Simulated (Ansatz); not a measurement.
AlPt:
```
CELL_PARAMETERS angstrom
      4.87830     0.00000     0.00000
      0.00000     4.87830     0.00000
      0.00000     0.00000     4.87830
ATOMIC_POSITIONS crystal
  Al 0.84413 0.84413 0.84413
  Al 0.65587 0.15587 0.34413
  Al 0.34413 0.65587 0.15587
  Al 0.15587 0.34413 0.65587
  Pt 0.15489 0.15489 0.15489
  Pt 0.34511 0.84511 0.65489
  Pt 0.65489 0.34511 0.84511
  Pt 0.84511 0.65489 0.34511
```

Relaxed with r²SCAN.

Q: Map the valence electron density (e/Å³), cut off at 0.8 on the plane through (0.844, 0.844, 0.844) spanned by u = [1, 0, 0] and v = [0, 1, 0] in lattice vectors, from r²SCAN in the plane-wave PAW code Ansatz.

A: x is the fraction of u, y of v (the angle between them is 90°; rows are the nearest grid lines); atoms in the plane: Al at (0.00, 0.00), Pt at (0.81, 0.50).
```
|   .::--=*@@@@@#=-::.    |
|   .:::-=*@@@@@*=-:::.   |
|   ..::-=+#@@@#+=-:::.   |
|  ....::-=+###+=-:::::.. |
|.......::-==+==-::::::::.|
|::......::-----::::-----:|
|::.......:::::::--==++=-:|
|-:........:::::-=+#@@%#+-|
|=-:........:::-=#@@@@@@%=|
|#=:........:::=#@@@@@@@@#|
|@+-:......:::-+@@@@@@@@@@|
|@*-:::..:::::-*@@@@@@@@@@|
|@*-::::::::::-*@@@@@@@@@@|
|@+-::::--::::-+@@@@@@@@@@|
|*=-::::--:::::-*@@@@@@@@*|
|=-:::::--::::::=*@@@@@@#=|
|-:::::::::::::::-+#@@%*+-|
|-::::::::::::::::-==++=--|
|:::::::::::::::::::-----:|
|:::::::::------::::::::::|
|...:::::-=++*+=-::::::...|
|   .:::-=+*%@%*+-::::.   |
|   .::--=*%@@@@*=-:::.   |
|   .::--=*@@@@@#=-::.    |
```
Scale: ten equal steps from 0.053 (start of ' ') to 0.800 (end of '@'), in the order ' .:-=+*#%@'; x runs from 0.000 to 1.00, y from 0.000 (bottom) to 1.00 (top).

The density is the valence pseudo-density with augmentation charge, so density and ELF within about 1 Å of a nucleus are not all-electron values.

Space group P2_13. The workflow started from a Materials Project entry (that database holds measured and hypothetical structures alike); the Crystallography Open Database copy checked does not list it. With Al and Pt taken as one species the cell has the higher symmetry Pa-3, so it may be an ordered model of a mixed-site phase. Its standing as an ambient phase is unchecked. The r²SCAN relaxation kept the symmetry of its start; of distortions, only those at the zone centre were tested. The run is not spin-polarised. Scalar-relativistic: spin–orbit coupling is off unless named, which matters more the heavier the elements.

Potentials: the later of the program's two PAW sets.
